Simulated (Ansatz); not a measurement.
Ag (simple hexagonal, space group No. 191) at seven volumes, PBE in the plane-wave PAW code Ansatz, shape and atoms relaxed at each. One row is withheld.

```csv
V (Å³/atom),P (GPa)
17.701,9.23
18.284,?
18.868,2.48
19.451,0.00
20.035,-2.03
20.618,-3.67
21.202,-5.00
```

Problem. Fit the shown pressures and predict the withheld one.

Solution. P = (3/2)B₀(x^(7/2) − x^(5/2))[1 + (3/4)(B′ − 4)(x − 1)] with x = (V₀/V)^(2/3). Least squares on the six rows gives V₀ = 19.451 Å³/atom, B₀ = 74.6 GPa, B′ = 5.80. At V = 18.284, x = 1.0421 and P = 5.52 GPa. The run itself gave 5.51 GPa.

Space group P6/mmm (simple hexagonal). The start of the workflow was typed in or built on a structure type; neither database checked (COD, Materials Project) lists it. It is not the phase usual at ambient conditions (space group No. 225). Symmetry was held in the PBE relaxation; whether a distortion lowers the energy is not shown. No spin polarisation was allowed.

Potentials: the earlier of the program's two PAW sets.
